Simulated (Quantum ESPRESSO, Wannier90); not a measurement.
## Tight-binding from DFT: BaTiO3 (Amm2)

Cell from Materials Project (mp-5777), symmetrised, no further relaxation. COD (Crystallography Open Database) has the formula in 5 space groups, this one among them (matched by group alone). Level: LDA, no spin polarisation, no spin-orbit coupling; pw.x of Quantum ESPRESSO at 68 Ry with PseudoDojo potentials, 8×8×8 k-points, Wannier90. Density: 8×8×8 mesh, cold smearing 0.01 Ry. Spin-orbit coupling is left out although heavy elements are present.

On the energy scale of pw.x, whose zero is arbitrary, the valence-band maximum lies at 9.66 eV.

Isolated groups of bands, relative to the valence-band maximum (bands from 21 on overlap up to the last one computed):

```
bands  from (eV)  to (eV)  filling           weight on atomic waves
-----  ---------  -------  -------  -------------------------------
1         -55.76   -55.76   filled                       Ti 3s 96 %
2–4       -32.40   -32.30   filled                       Ti 3p 98 %
5         -24.69   -24.45   filled                       Ba 5s 95 %
6–8       -16.67   -15.41   filled  O 2s 85 %, Ti 3d 5 %, Ti 4s 4 %
9–11      -10.58    -9.40   filled             Ba 5p 91 %, O 2p 5 %
12–20      -4.38     0.00   filled            O 2p 82 %, Ti 3d 11 %
```

Input w.win:

```
num_bands = 27
num_wann = 14
exclude_bands = 1-11
num_iter = 1000
conv_tol = 1.0e-6
conv_window = 4
dis_num_iter = 1000
dis_conv_tol = 1.0e-6
dis_froz_max = 3.63
write_hr = true
write_u_matrices = true
begin projections
f=0.49935,-0.48343,-0.46934: d
f=0.50629,-0.01785,0.50133: p
f=0.49087,0.48884,-0.02964: p
f=-0.00326,0.49799,0.48139: p
end projections
begin unit_cell_cart
ang
    3.9833300000    0.0000000000    0.0000000000
    0.0000000000    2.8625950000    2.8753400000
    0.0000000000   -2.8625950000    2.8753400000
end unit_cell_cart
begin atoms_frac
Ba   0.0000000000  0.0034100000  0.0034100000
Ti   0.5000000000 -0.4815000000 -0.4815000000
O    0.5000000000 -0.0215700000  0.4913500000
O    0.5000000000  0.4913500000 -0.0215700000
O    0.0000000000  0.4882000000  0.4882000000
end atoms_frac
mp_grid = 8 8 8
begin kpoints
0.0000000000 0.0000000000 0.0000000000
0.0000000000 0.0000000000 0.1250000000
0.0000000000 0.0000000000 0.2500000000
... (509 more lines: the 8x8x8 mesh through Gamma)
end kpoints
```

The run ends without an error message, but its bands miss those of pw.x by 466 meV rms and 1.09 eV at worst (states up to 3.1 eV relative to the valence-band maximum).

**Question.** What is the mistake?

**Answer.** Window typed relative to the reference level, not as an absolute energy. With that mended (14 functions from bands 12-38 of the 38 computed, start hydrogen-like Ti: d; O: p, centres 0.05 Å off the atoms, frozen window up to 3.63 eV relative to the valence-band maximum, outer window open) the misfit is 0.2 meV rms.
